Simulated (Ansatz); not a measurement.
PbTe (rock salt)

```xyz
2
Lattice="0.0000 3.2845 3.2845 3.2845 0.0000 3.2845 3.2845 3.2845 0.0000" Properties=species:S:1:pos:R:3 pbc="T T T"
Te     0.0000     0.0000     0.0000
Pb     3.2845     3.2845     3.2845
```

The slice is a {100} plane (indices of the conventional cell) through the point (0.000, 0.000, 0.000) (fractional), spanned by u = [100] and v = [0 1 -1] in vectors of this cell: u (4.64 Å) and v (4.64 Å, at 90° to u). It covers one period; positions are fractions (u, v).

Computed with PBE (plane waves to 420 eV, PAW, scalar-relativistic; Ansatz, a first-principles code). k mesh 9×9×9. Near the nuclei the fields are pseudised (PAW); where an atom keeps semicore shells as valence, they peak there. PbTe was relaxed with its symmetry unable to fall. Spin-orbit coupling is left out, though Pb and Te are heavy.

Q: What is the valence density on the shortest Te–Pb line in this plane (3.28 Å), at its minimum between the atoms?

A: 0.18 e/Å³.

Q: The ELF has a maximum in the middle third of the Te–Pb line. Where, and how high?

A: 0.66, 1.3 Å from Te.

Q: What is the ELF at the density minimum of the shortest Te–Pb line in this plane (3.28 Å)?

A: 0.3.

Q: Predict the map of the electrostatic potential energy of an electron, from the cell's mean on the slice.

A: 
```
|xxxxxxxxxxxx  ++##@@@@@@@@@@@@@@##++  xxxxxxxxxx|
|xxxxxxxxxx  ..++%%%%@@@@@@@@@@%%%%++..  xxxxxxxx|
|xxxxxxxxxx  --**##%%%%%%%%%%%%%%##**--  xxxxxxxx|
|xxxxxxxx  ..++**######******######**++..  xxxxxx|
|xxxx    ..==******++==------==++******==..    xx|
|    ..--++****++==::          ::==++****++--..  |
|++++++******++--      xxxxxx      --++******++++|
|####%%####**==..  xxxxxxxxxxxxxx  ..==**####%%##|
|@@@@%%%%##++::  xxxxxxxxxxxxxxxxxx  ::++##%%%%@@|
|@@@@@@%%##==    xxxxxxxxxxxxxxxxxx    ==##%%@@@@|
|@@@@@@%%**--  xxxxxxxxxxxxxxxxxxxxxx  --**%%@@@@|
|@@@@@@%%**--  xxxxxxxxxxxxxxxxxxxxxx  --**%%@@@@|
|@@@@@@%%**--  xxxxxxxxxxxxxxxxxxxxxx  --**%%@@@@|
|@@@@@@%%##==    xxxxxxxxxxxxxxxxxx    ==##%%@@@@|
|@@@@%%%%##++::  xxxxxxxxxxxxxxxxxx  ::++##%%%%@@|
|####%%####**==..  xxxxxxxxxxxxxx  ..==**####%%##|
|++++++******++--      xxxxxx      --++******++++|
|    ..--++****++==::          ::==++****++--..  |
|xxxx    ..==******++==------==++******==..    xx|
|xxxxxxxx  ..++**######******######**++..  xxxxxx|
|xxxxxxxxxx  --**##%%%%%%%%%%%%%%##**--  xxxxxxxx|
|xxxxxxxxxx  ..++%%%%@@@@@@@@@@%%%%++..  xxxxxxxx|
|xxxxxxxxxxxx  ++##@@@@@@@@@@@@@@##++  xxxxxxxxxx|
|xxxxxxxxxxxx  ++##@@@@@@@@@@@@@@##++  xxxxxxxxxx|
```
Scale: ten equal steps from -3.00 (start of ' ') to 5.52 (end of '@'), in the order ' .:-=+*#%@'. Values: electrostatic potential energy of an electron, from the cell's mean, in eV. The map has 24 points along u (two characters each, u = 0 at the left) and 24 along v (v = 0 in the bottom row). Points within 1 Å of a nucleus are blanked (x), as the pseudised field means little there. Values under -3 eV are set to -3. The zero, the cell's mean, hangs on the PAW cores.
